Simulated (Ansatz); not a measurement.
The start is a relaxed ZnSe cell with every coordinate shifted by Gaussian noise of σ = 0.2 Å. A full variable-cell relaxation at zero pressure is run with PBEsol (plane waves to 420 eV, PAW, scalar-relativistic; Ansatz, an electronic-structure program). The first steps use a coarse 7×7×7 k-mesh.

Initial structure:
```
CELL_PARAMETERS angstrom
      0.00000     2.81699     2.81699
      2.81699     0.00000     2.81699
      2.81699     2.81699     0.00000
ATOMIC_POSITIONS crystal
  Se 0.69747 0.84510 0.72371
  Zn 0.93191 0.96708 0.00152
```

### Question
What pressure does the first self-consistent step give?

### Answer
+6.7 GPa (positive: the cell is compressed).

### Question
How much energy is released per atom?

### Answer
0.35 eV/atom.

### Question
Is the parent structure recovered?

### Answer
The parent structure is recovered, F-43m (No. 216).

### Question
How do the shortest distances between atoms change?

### Answer
The closest pairs of elements (up to four, under 3.6 Å), start → end: Se–Zn 2.09 → 2.44 Å.

Final structure:

Space group F-43m (No. 216); a = b = c = 5.634 Å, α = β = γ = 90.00°

```csv
atom,site,symmetry,x,y,z
Se,4b,-43m,0.5000,0.5000,0.5000
Zn,4d,-43m,0.7500,0.7500,0.7500
```
(The calculation used a cell of 2 atoms; values per cell refer to that cell.)

Final values are on a 10×10×10 k-mesh of the relaxed cell. No spin polarisation in the result.
